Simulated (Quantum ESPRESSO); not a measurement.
## Ru2WRh2Ta2Mo (input and log of a self-consistent run)

Simulated, not a measurement. The program is pw.x of Quantum ESPRESSO 7.5 (plane-wave density functional theory). The cell is made up: eight metal atoms on a face-centred cubic lattice, with elements, volume, strain and displacements drawn at random and not relaxed, so it may be unstable or far from any real phase. PseudoDojo standard norm-conserving files set the functional (PBE unless stated); there is no spin polarisation or spin-orbit coupling, the Fermi-Dirac width of 0.25 eV means electrons at about 2900 K, and the masses in the input are unused placeholders. Heavy elements are run without spin-orbit coupling, which real alloys of them have. A spin test at this wide smearing found no moment, but such smearing suppresses magnetism that the real alloy may have.

Input:

```
&control calculation='scf', pseudo_dir='./dojo.nc.sr.pbe.v0_5.standard.upf', outdir='./o', disk_io='minimal', tprnfor=.true., tstress=.true. /
&system ibrav=0, nat=8, ntyp=5, nbnd=78, ecutwfc=87.97787729, nosym=.true., tot_charge=0,
 occupations='smearing', smearing='fd', degauss=0.0183746611
/
&electrons conv_thr=1.470e-08, electron_maxstep=70, mixing_beta=0.5 /
ATOMIC_SPECIES
Mo 1.0 Mo.upf
Rh 1.0 Rh.upf
Ru 1.0 Ru.upf
Ta 1.0 Ta.upf
W 1.0 W.upf
CELL_PARAMETERS angstrom
-0.0302 1.9667 1.9251
-3.9743 2.0193 -1.9172
-3.9008 -5.8635 5.7992
ATOMIC_POSITIONS angstrom
Ru -0.0797 0.008 -0.0954
W -3.9243 -3.7703 3.9203
Rh -3.8966 -1.6401 1.9466
Ta -3.9429 0.052 -0.1371
Ru -1.9304 -1.9593 3.8505
Rh -1.82 -0.0247 1.9461
Ta -1.9352 2.0891 0.0262
Mo -5.9353 -1.9143 3.882
K_POINTS automatic
8 5 3 1 1 1
```

The log is shortened where brackets say so; the opening notice, blank lines, dates and the lines on written files are dropped, and the path of the files is cut. It prints rydbergs, bohrs and kilobars, and counts compression as positive stress. Its total energy is the free energy E - TS of the whole cell.

```
     Program PWSCF v.7.5
     Parallel version (MPI & OpenMP), running on       4 processor cores
     Number of MPI processes:                 4
     Threads/MPI process:                     1
     [start-up lines left out]
     bravais-lattice index     =            0
     lattice parameter (alat)  =       5.2010  a.u.
     unit-cell volume          =     810.1177 (a.u.)^3
     number of atoms/cell      =            8
     number of atomic types    =            5
     number of electrons       =       120.00
     number of Kohn-Sham states=           78
     kinetic-energy cutoff     =      87.9779  Ry
     charge density cutoff     =     351.9115  Ry
     scf convergence threshold =      1.5E-08
     mixing beta               =       0.5000
     number of iterations used =            8  plain     mixing
     Exchange-correlation= PBE
                           (   1   4   3   4   0   0   0)
     [axes and pseudopotential details left out]
   Cartesian axes
     site n.     atom                  positions (alat units)
         1        Ru     tau(   1) = (  -0.0289582   0.0029067  -0.0346627  )
         2        W      tau(   2) = (  -1.4258562  -1.3699018   1.4244028  )
         3        Rh     tau(   3) = (  -1.4157917  -0.5959144   0.7072782  )
         4        Ta     tau(   4) = (  -1.4326143   0.0188937  -0.0498140  )
         5        Ru     tau(   5) = (  -0.7013920  -0.7118926   1.3990417  )
         6        Rh     tau(   6) = (  -0.6612793  -0.0089745   0.7070965  )
         7        Ta     tau(   7) = (  -0.7031361   0.7590541   0.0095195  )
         8        Mo     tau(   8) = (  -2.1565335  -0.6955423   1.4104869  )
     number of k points=    60  Fermi-Dirac smearing, width (Ry)=  0.0184
                       cart. coord. in units 2pi/alat
        k(    1) = (  -0.0806166   0.0311001   0.0563170), wk =   0.0333333
        k(    2) = (   0.0364287   0.1489236  -0.0622164), wk =   0.0333333
     [further k points left out]
     Dense  grid:    90339 G-vectors     FFT dimensions: (  32,  60, 108)
     Estimated max dynamical RAM per process >     382.99 MB
     Estimated total dynamical RAM >       1.43 GB
     Initial potential from superposition of free atoms
     starting charge     119.9934, renormalised to     120.0000
     Starting wfcs are   80 randomized atomic wfcs
     total cpu time spent up to now is        8.4 secs
     per-process dynamical memory:   304.7 Mb
     Self-consistent Calculation
     iteration #  1     ecut=    87.98 Ry     beta= 0.50
     Davidson diagonalization with overlap
     ethr =  1.00E-02,  avg # of iterations =  4.4
     total cpu time spent up to now is       27.6 secs
     total energy              =   -1423.00903425 Ry
     estimated scf accuracy    <       5.10755378 Ry
     iteration #  2     ecut=    87.98 Ry     beta= 0.50
     Davidson diagonalization with overlap
     ethr =  4.26E-03,  avg # of iterations =  4.2
     total cpu time spent up to now is       48.3 secs
     total energy              =   -1418.90925898 Ry
     estimated scf accuracy    <     134.32929842 Ry
     iteration #  3     ecut=    87.98 Ry     beta= 0.50
     Davidson diagonalization with overlap
     ethr =  4.26E-03,  avg # of iterations =  5.4
     total cpu time spent up to now is       69.0 secs
     total energy              =   -1425.29564590 Ry
     estimated scf accuracy    <      11.37778035 Ry
     iteration #  4     ecut=    87.98 Ry     beta= 0.50
     Davidson diagonalization with overlap
     ethr =  4.26E-03,  avg # of iterations =  2.0
     total cpu time spent up to now is       83.7 secs
     total energy              =   -1426.07068305 Ry
     estimated scf accuracy    <       0.76120229 Ry
     iteration #  5     ecut=    87.98 Ry     beta= 0.50
     Davidson diagonalization with overlap
     ethr =  6.34E-04,  avg # of iterations =  3.5
     total cpu time spent up to now is      100.3 secs
     total energy              =   -1426.04273770 Ry
     estimated scf accuracy    <       1.86702224 Ry
     [iterations 6 to 15 left out]
     iteration # 16     ecut=    87.98 Ry     beta= 0.50
     Davidson diagonalization with overlap
     ethr =  2.04E-09,  avg # of iterations =  2.0
     total cpu time spent up to now is      262.1 secs
     total energy              =   -1426.15269092 Ry
     estimated scf accuracy    <       0.00000353 Ry
     iteration # 17     ecut=    87.98 Ry     beta= 0.50
     Davidson diagonalization with overlap
     ethr =  2.04E-09,  avg # of iterations =  1.0
     total cpu time spent up to now is      275.7 secs
     total energy              =   -1426.15269107 Ry
     estimated scf accuracy    <       0.00000003 Ry
     iteration # 18     ecut=    87.98 Ry     beta= 0.50
     Davidson diagonalization with overlap
     ethr =  2.40E-11,  avg # of iterations =  3.6
     total cpu time spent up to now is      293.1 secs
     total energy              =   -1426.15269107 Ry
     estimated scf accuracy    <       0.00000004 Ry
     iteration # 19     ecut=    87.98 Ry     beta= 0.50
     Davidson diagonalization with overlap
     ethr =  2.40E-11,  avg # of iterations =  2.0
     total cpu time spent up to now is      308.0 secs
     total energy              =   -1426.15269107 Ry
     estimated scf accuracy    <       0.00000010 Ry
     iteration # 20     ecut=    87.98 Ry     beta= 0.50
     Davidson diagonalization with overlap
     ethr =  2.40E-11,  avg # of iterations =  1.3
     total cpu time spent up to now is      321.8 secs
     End of self-consistent calculation
     [lines on levels left out]
!    total energy              =   -1426.15269107 Ry
     estimated scf accuracy    <          6.5E-09 Ry
     smearing contrib. (-TS)   =      -0.12291448 Ry
     internal energy E=F+TS    =   -1426.02977659 Ry
     The total energy is F=E-TS. E is the sum of the following terms:
     one-electron contribution =    -269.07930166 Ry
     hartree contribution      =     214.88402839 Ry
     xc contribution           =    -257.37067834 Ry
     ewald contribution        =   -1114.46382497 Ry
     convergence has been achieved in  20 iterations
     Forces acting on atoms (cartesian axes, Ry/au):
     atom    1 type  3   force =     0.03164646    0.00899816    0.02950300
     atom    2 type  5   force =     0.09008778    0.03726710   -0.06236588
     atom    3 type  2   force =    -0.00926325   -0.05412220    0.01519246
     atom    4 type  4   force =    -0.00682011   -0.03662101    0.07500258
     atom    5 type  3   force =    -0.03018467   -0.00161981    0.02177842
     atom    6 type  2   force =    -0.05584564    0.01510125   -0.02889558
     atom    7 type  4   force =    -0.02613784   -0.03047911   -0.00808071
     atom    8 type  1   force =     0.00651727    0.06147560   -0.04213429
     Total force =     0.196087     Total SCF correction =     0.000172
     Computing stress (Cartesian axis) and pressure
          total   stress  (Ry/bohr**3)                   (kbar)     P=      145.14
   0.00091282   0.00025508  -0.00000181          134.28       37.52       -0.27
   0.00025508   0.00095631   0.00010746           37.52      140.68       15.81
  -0.00000181   0.00010746   0.00109090           -0.27       15.81      160.48
     init_run     :      6.77s CPU      7.01s WALL (       1 calls)
     electrons    :    306.67s CPU    313.44s WALL (       1 calls)
     forces       :      2.28s CPU      2.30s WALL (       1 calls)
     stress       :      7.73s CPU      7.91s WALL (       1 calls)
     [timing details left out]
     PWSCF        :   5m24.80s CPU   5m32.10s WALL
     JOB DONE.
```

In other units: free energy -19403.796 eV for the cell, pressure 14.51 GPa, largest force component 2.316 eV/Å in size. The run took 334 s of wall time with four MPI processes on a shared machine (Intel Xeon, 2023 or later, virtual cores), so the time is rough. A rerun of this cell at a higher cutoff and on a denser mesh moved values by no more than 0.005 eV in energy, 0.09 GPa in stress and 0.009 eV/Å in force, and a second program with other atomic files agreed on that cell to 2 % rms in force and 0.5 GPa in pressure.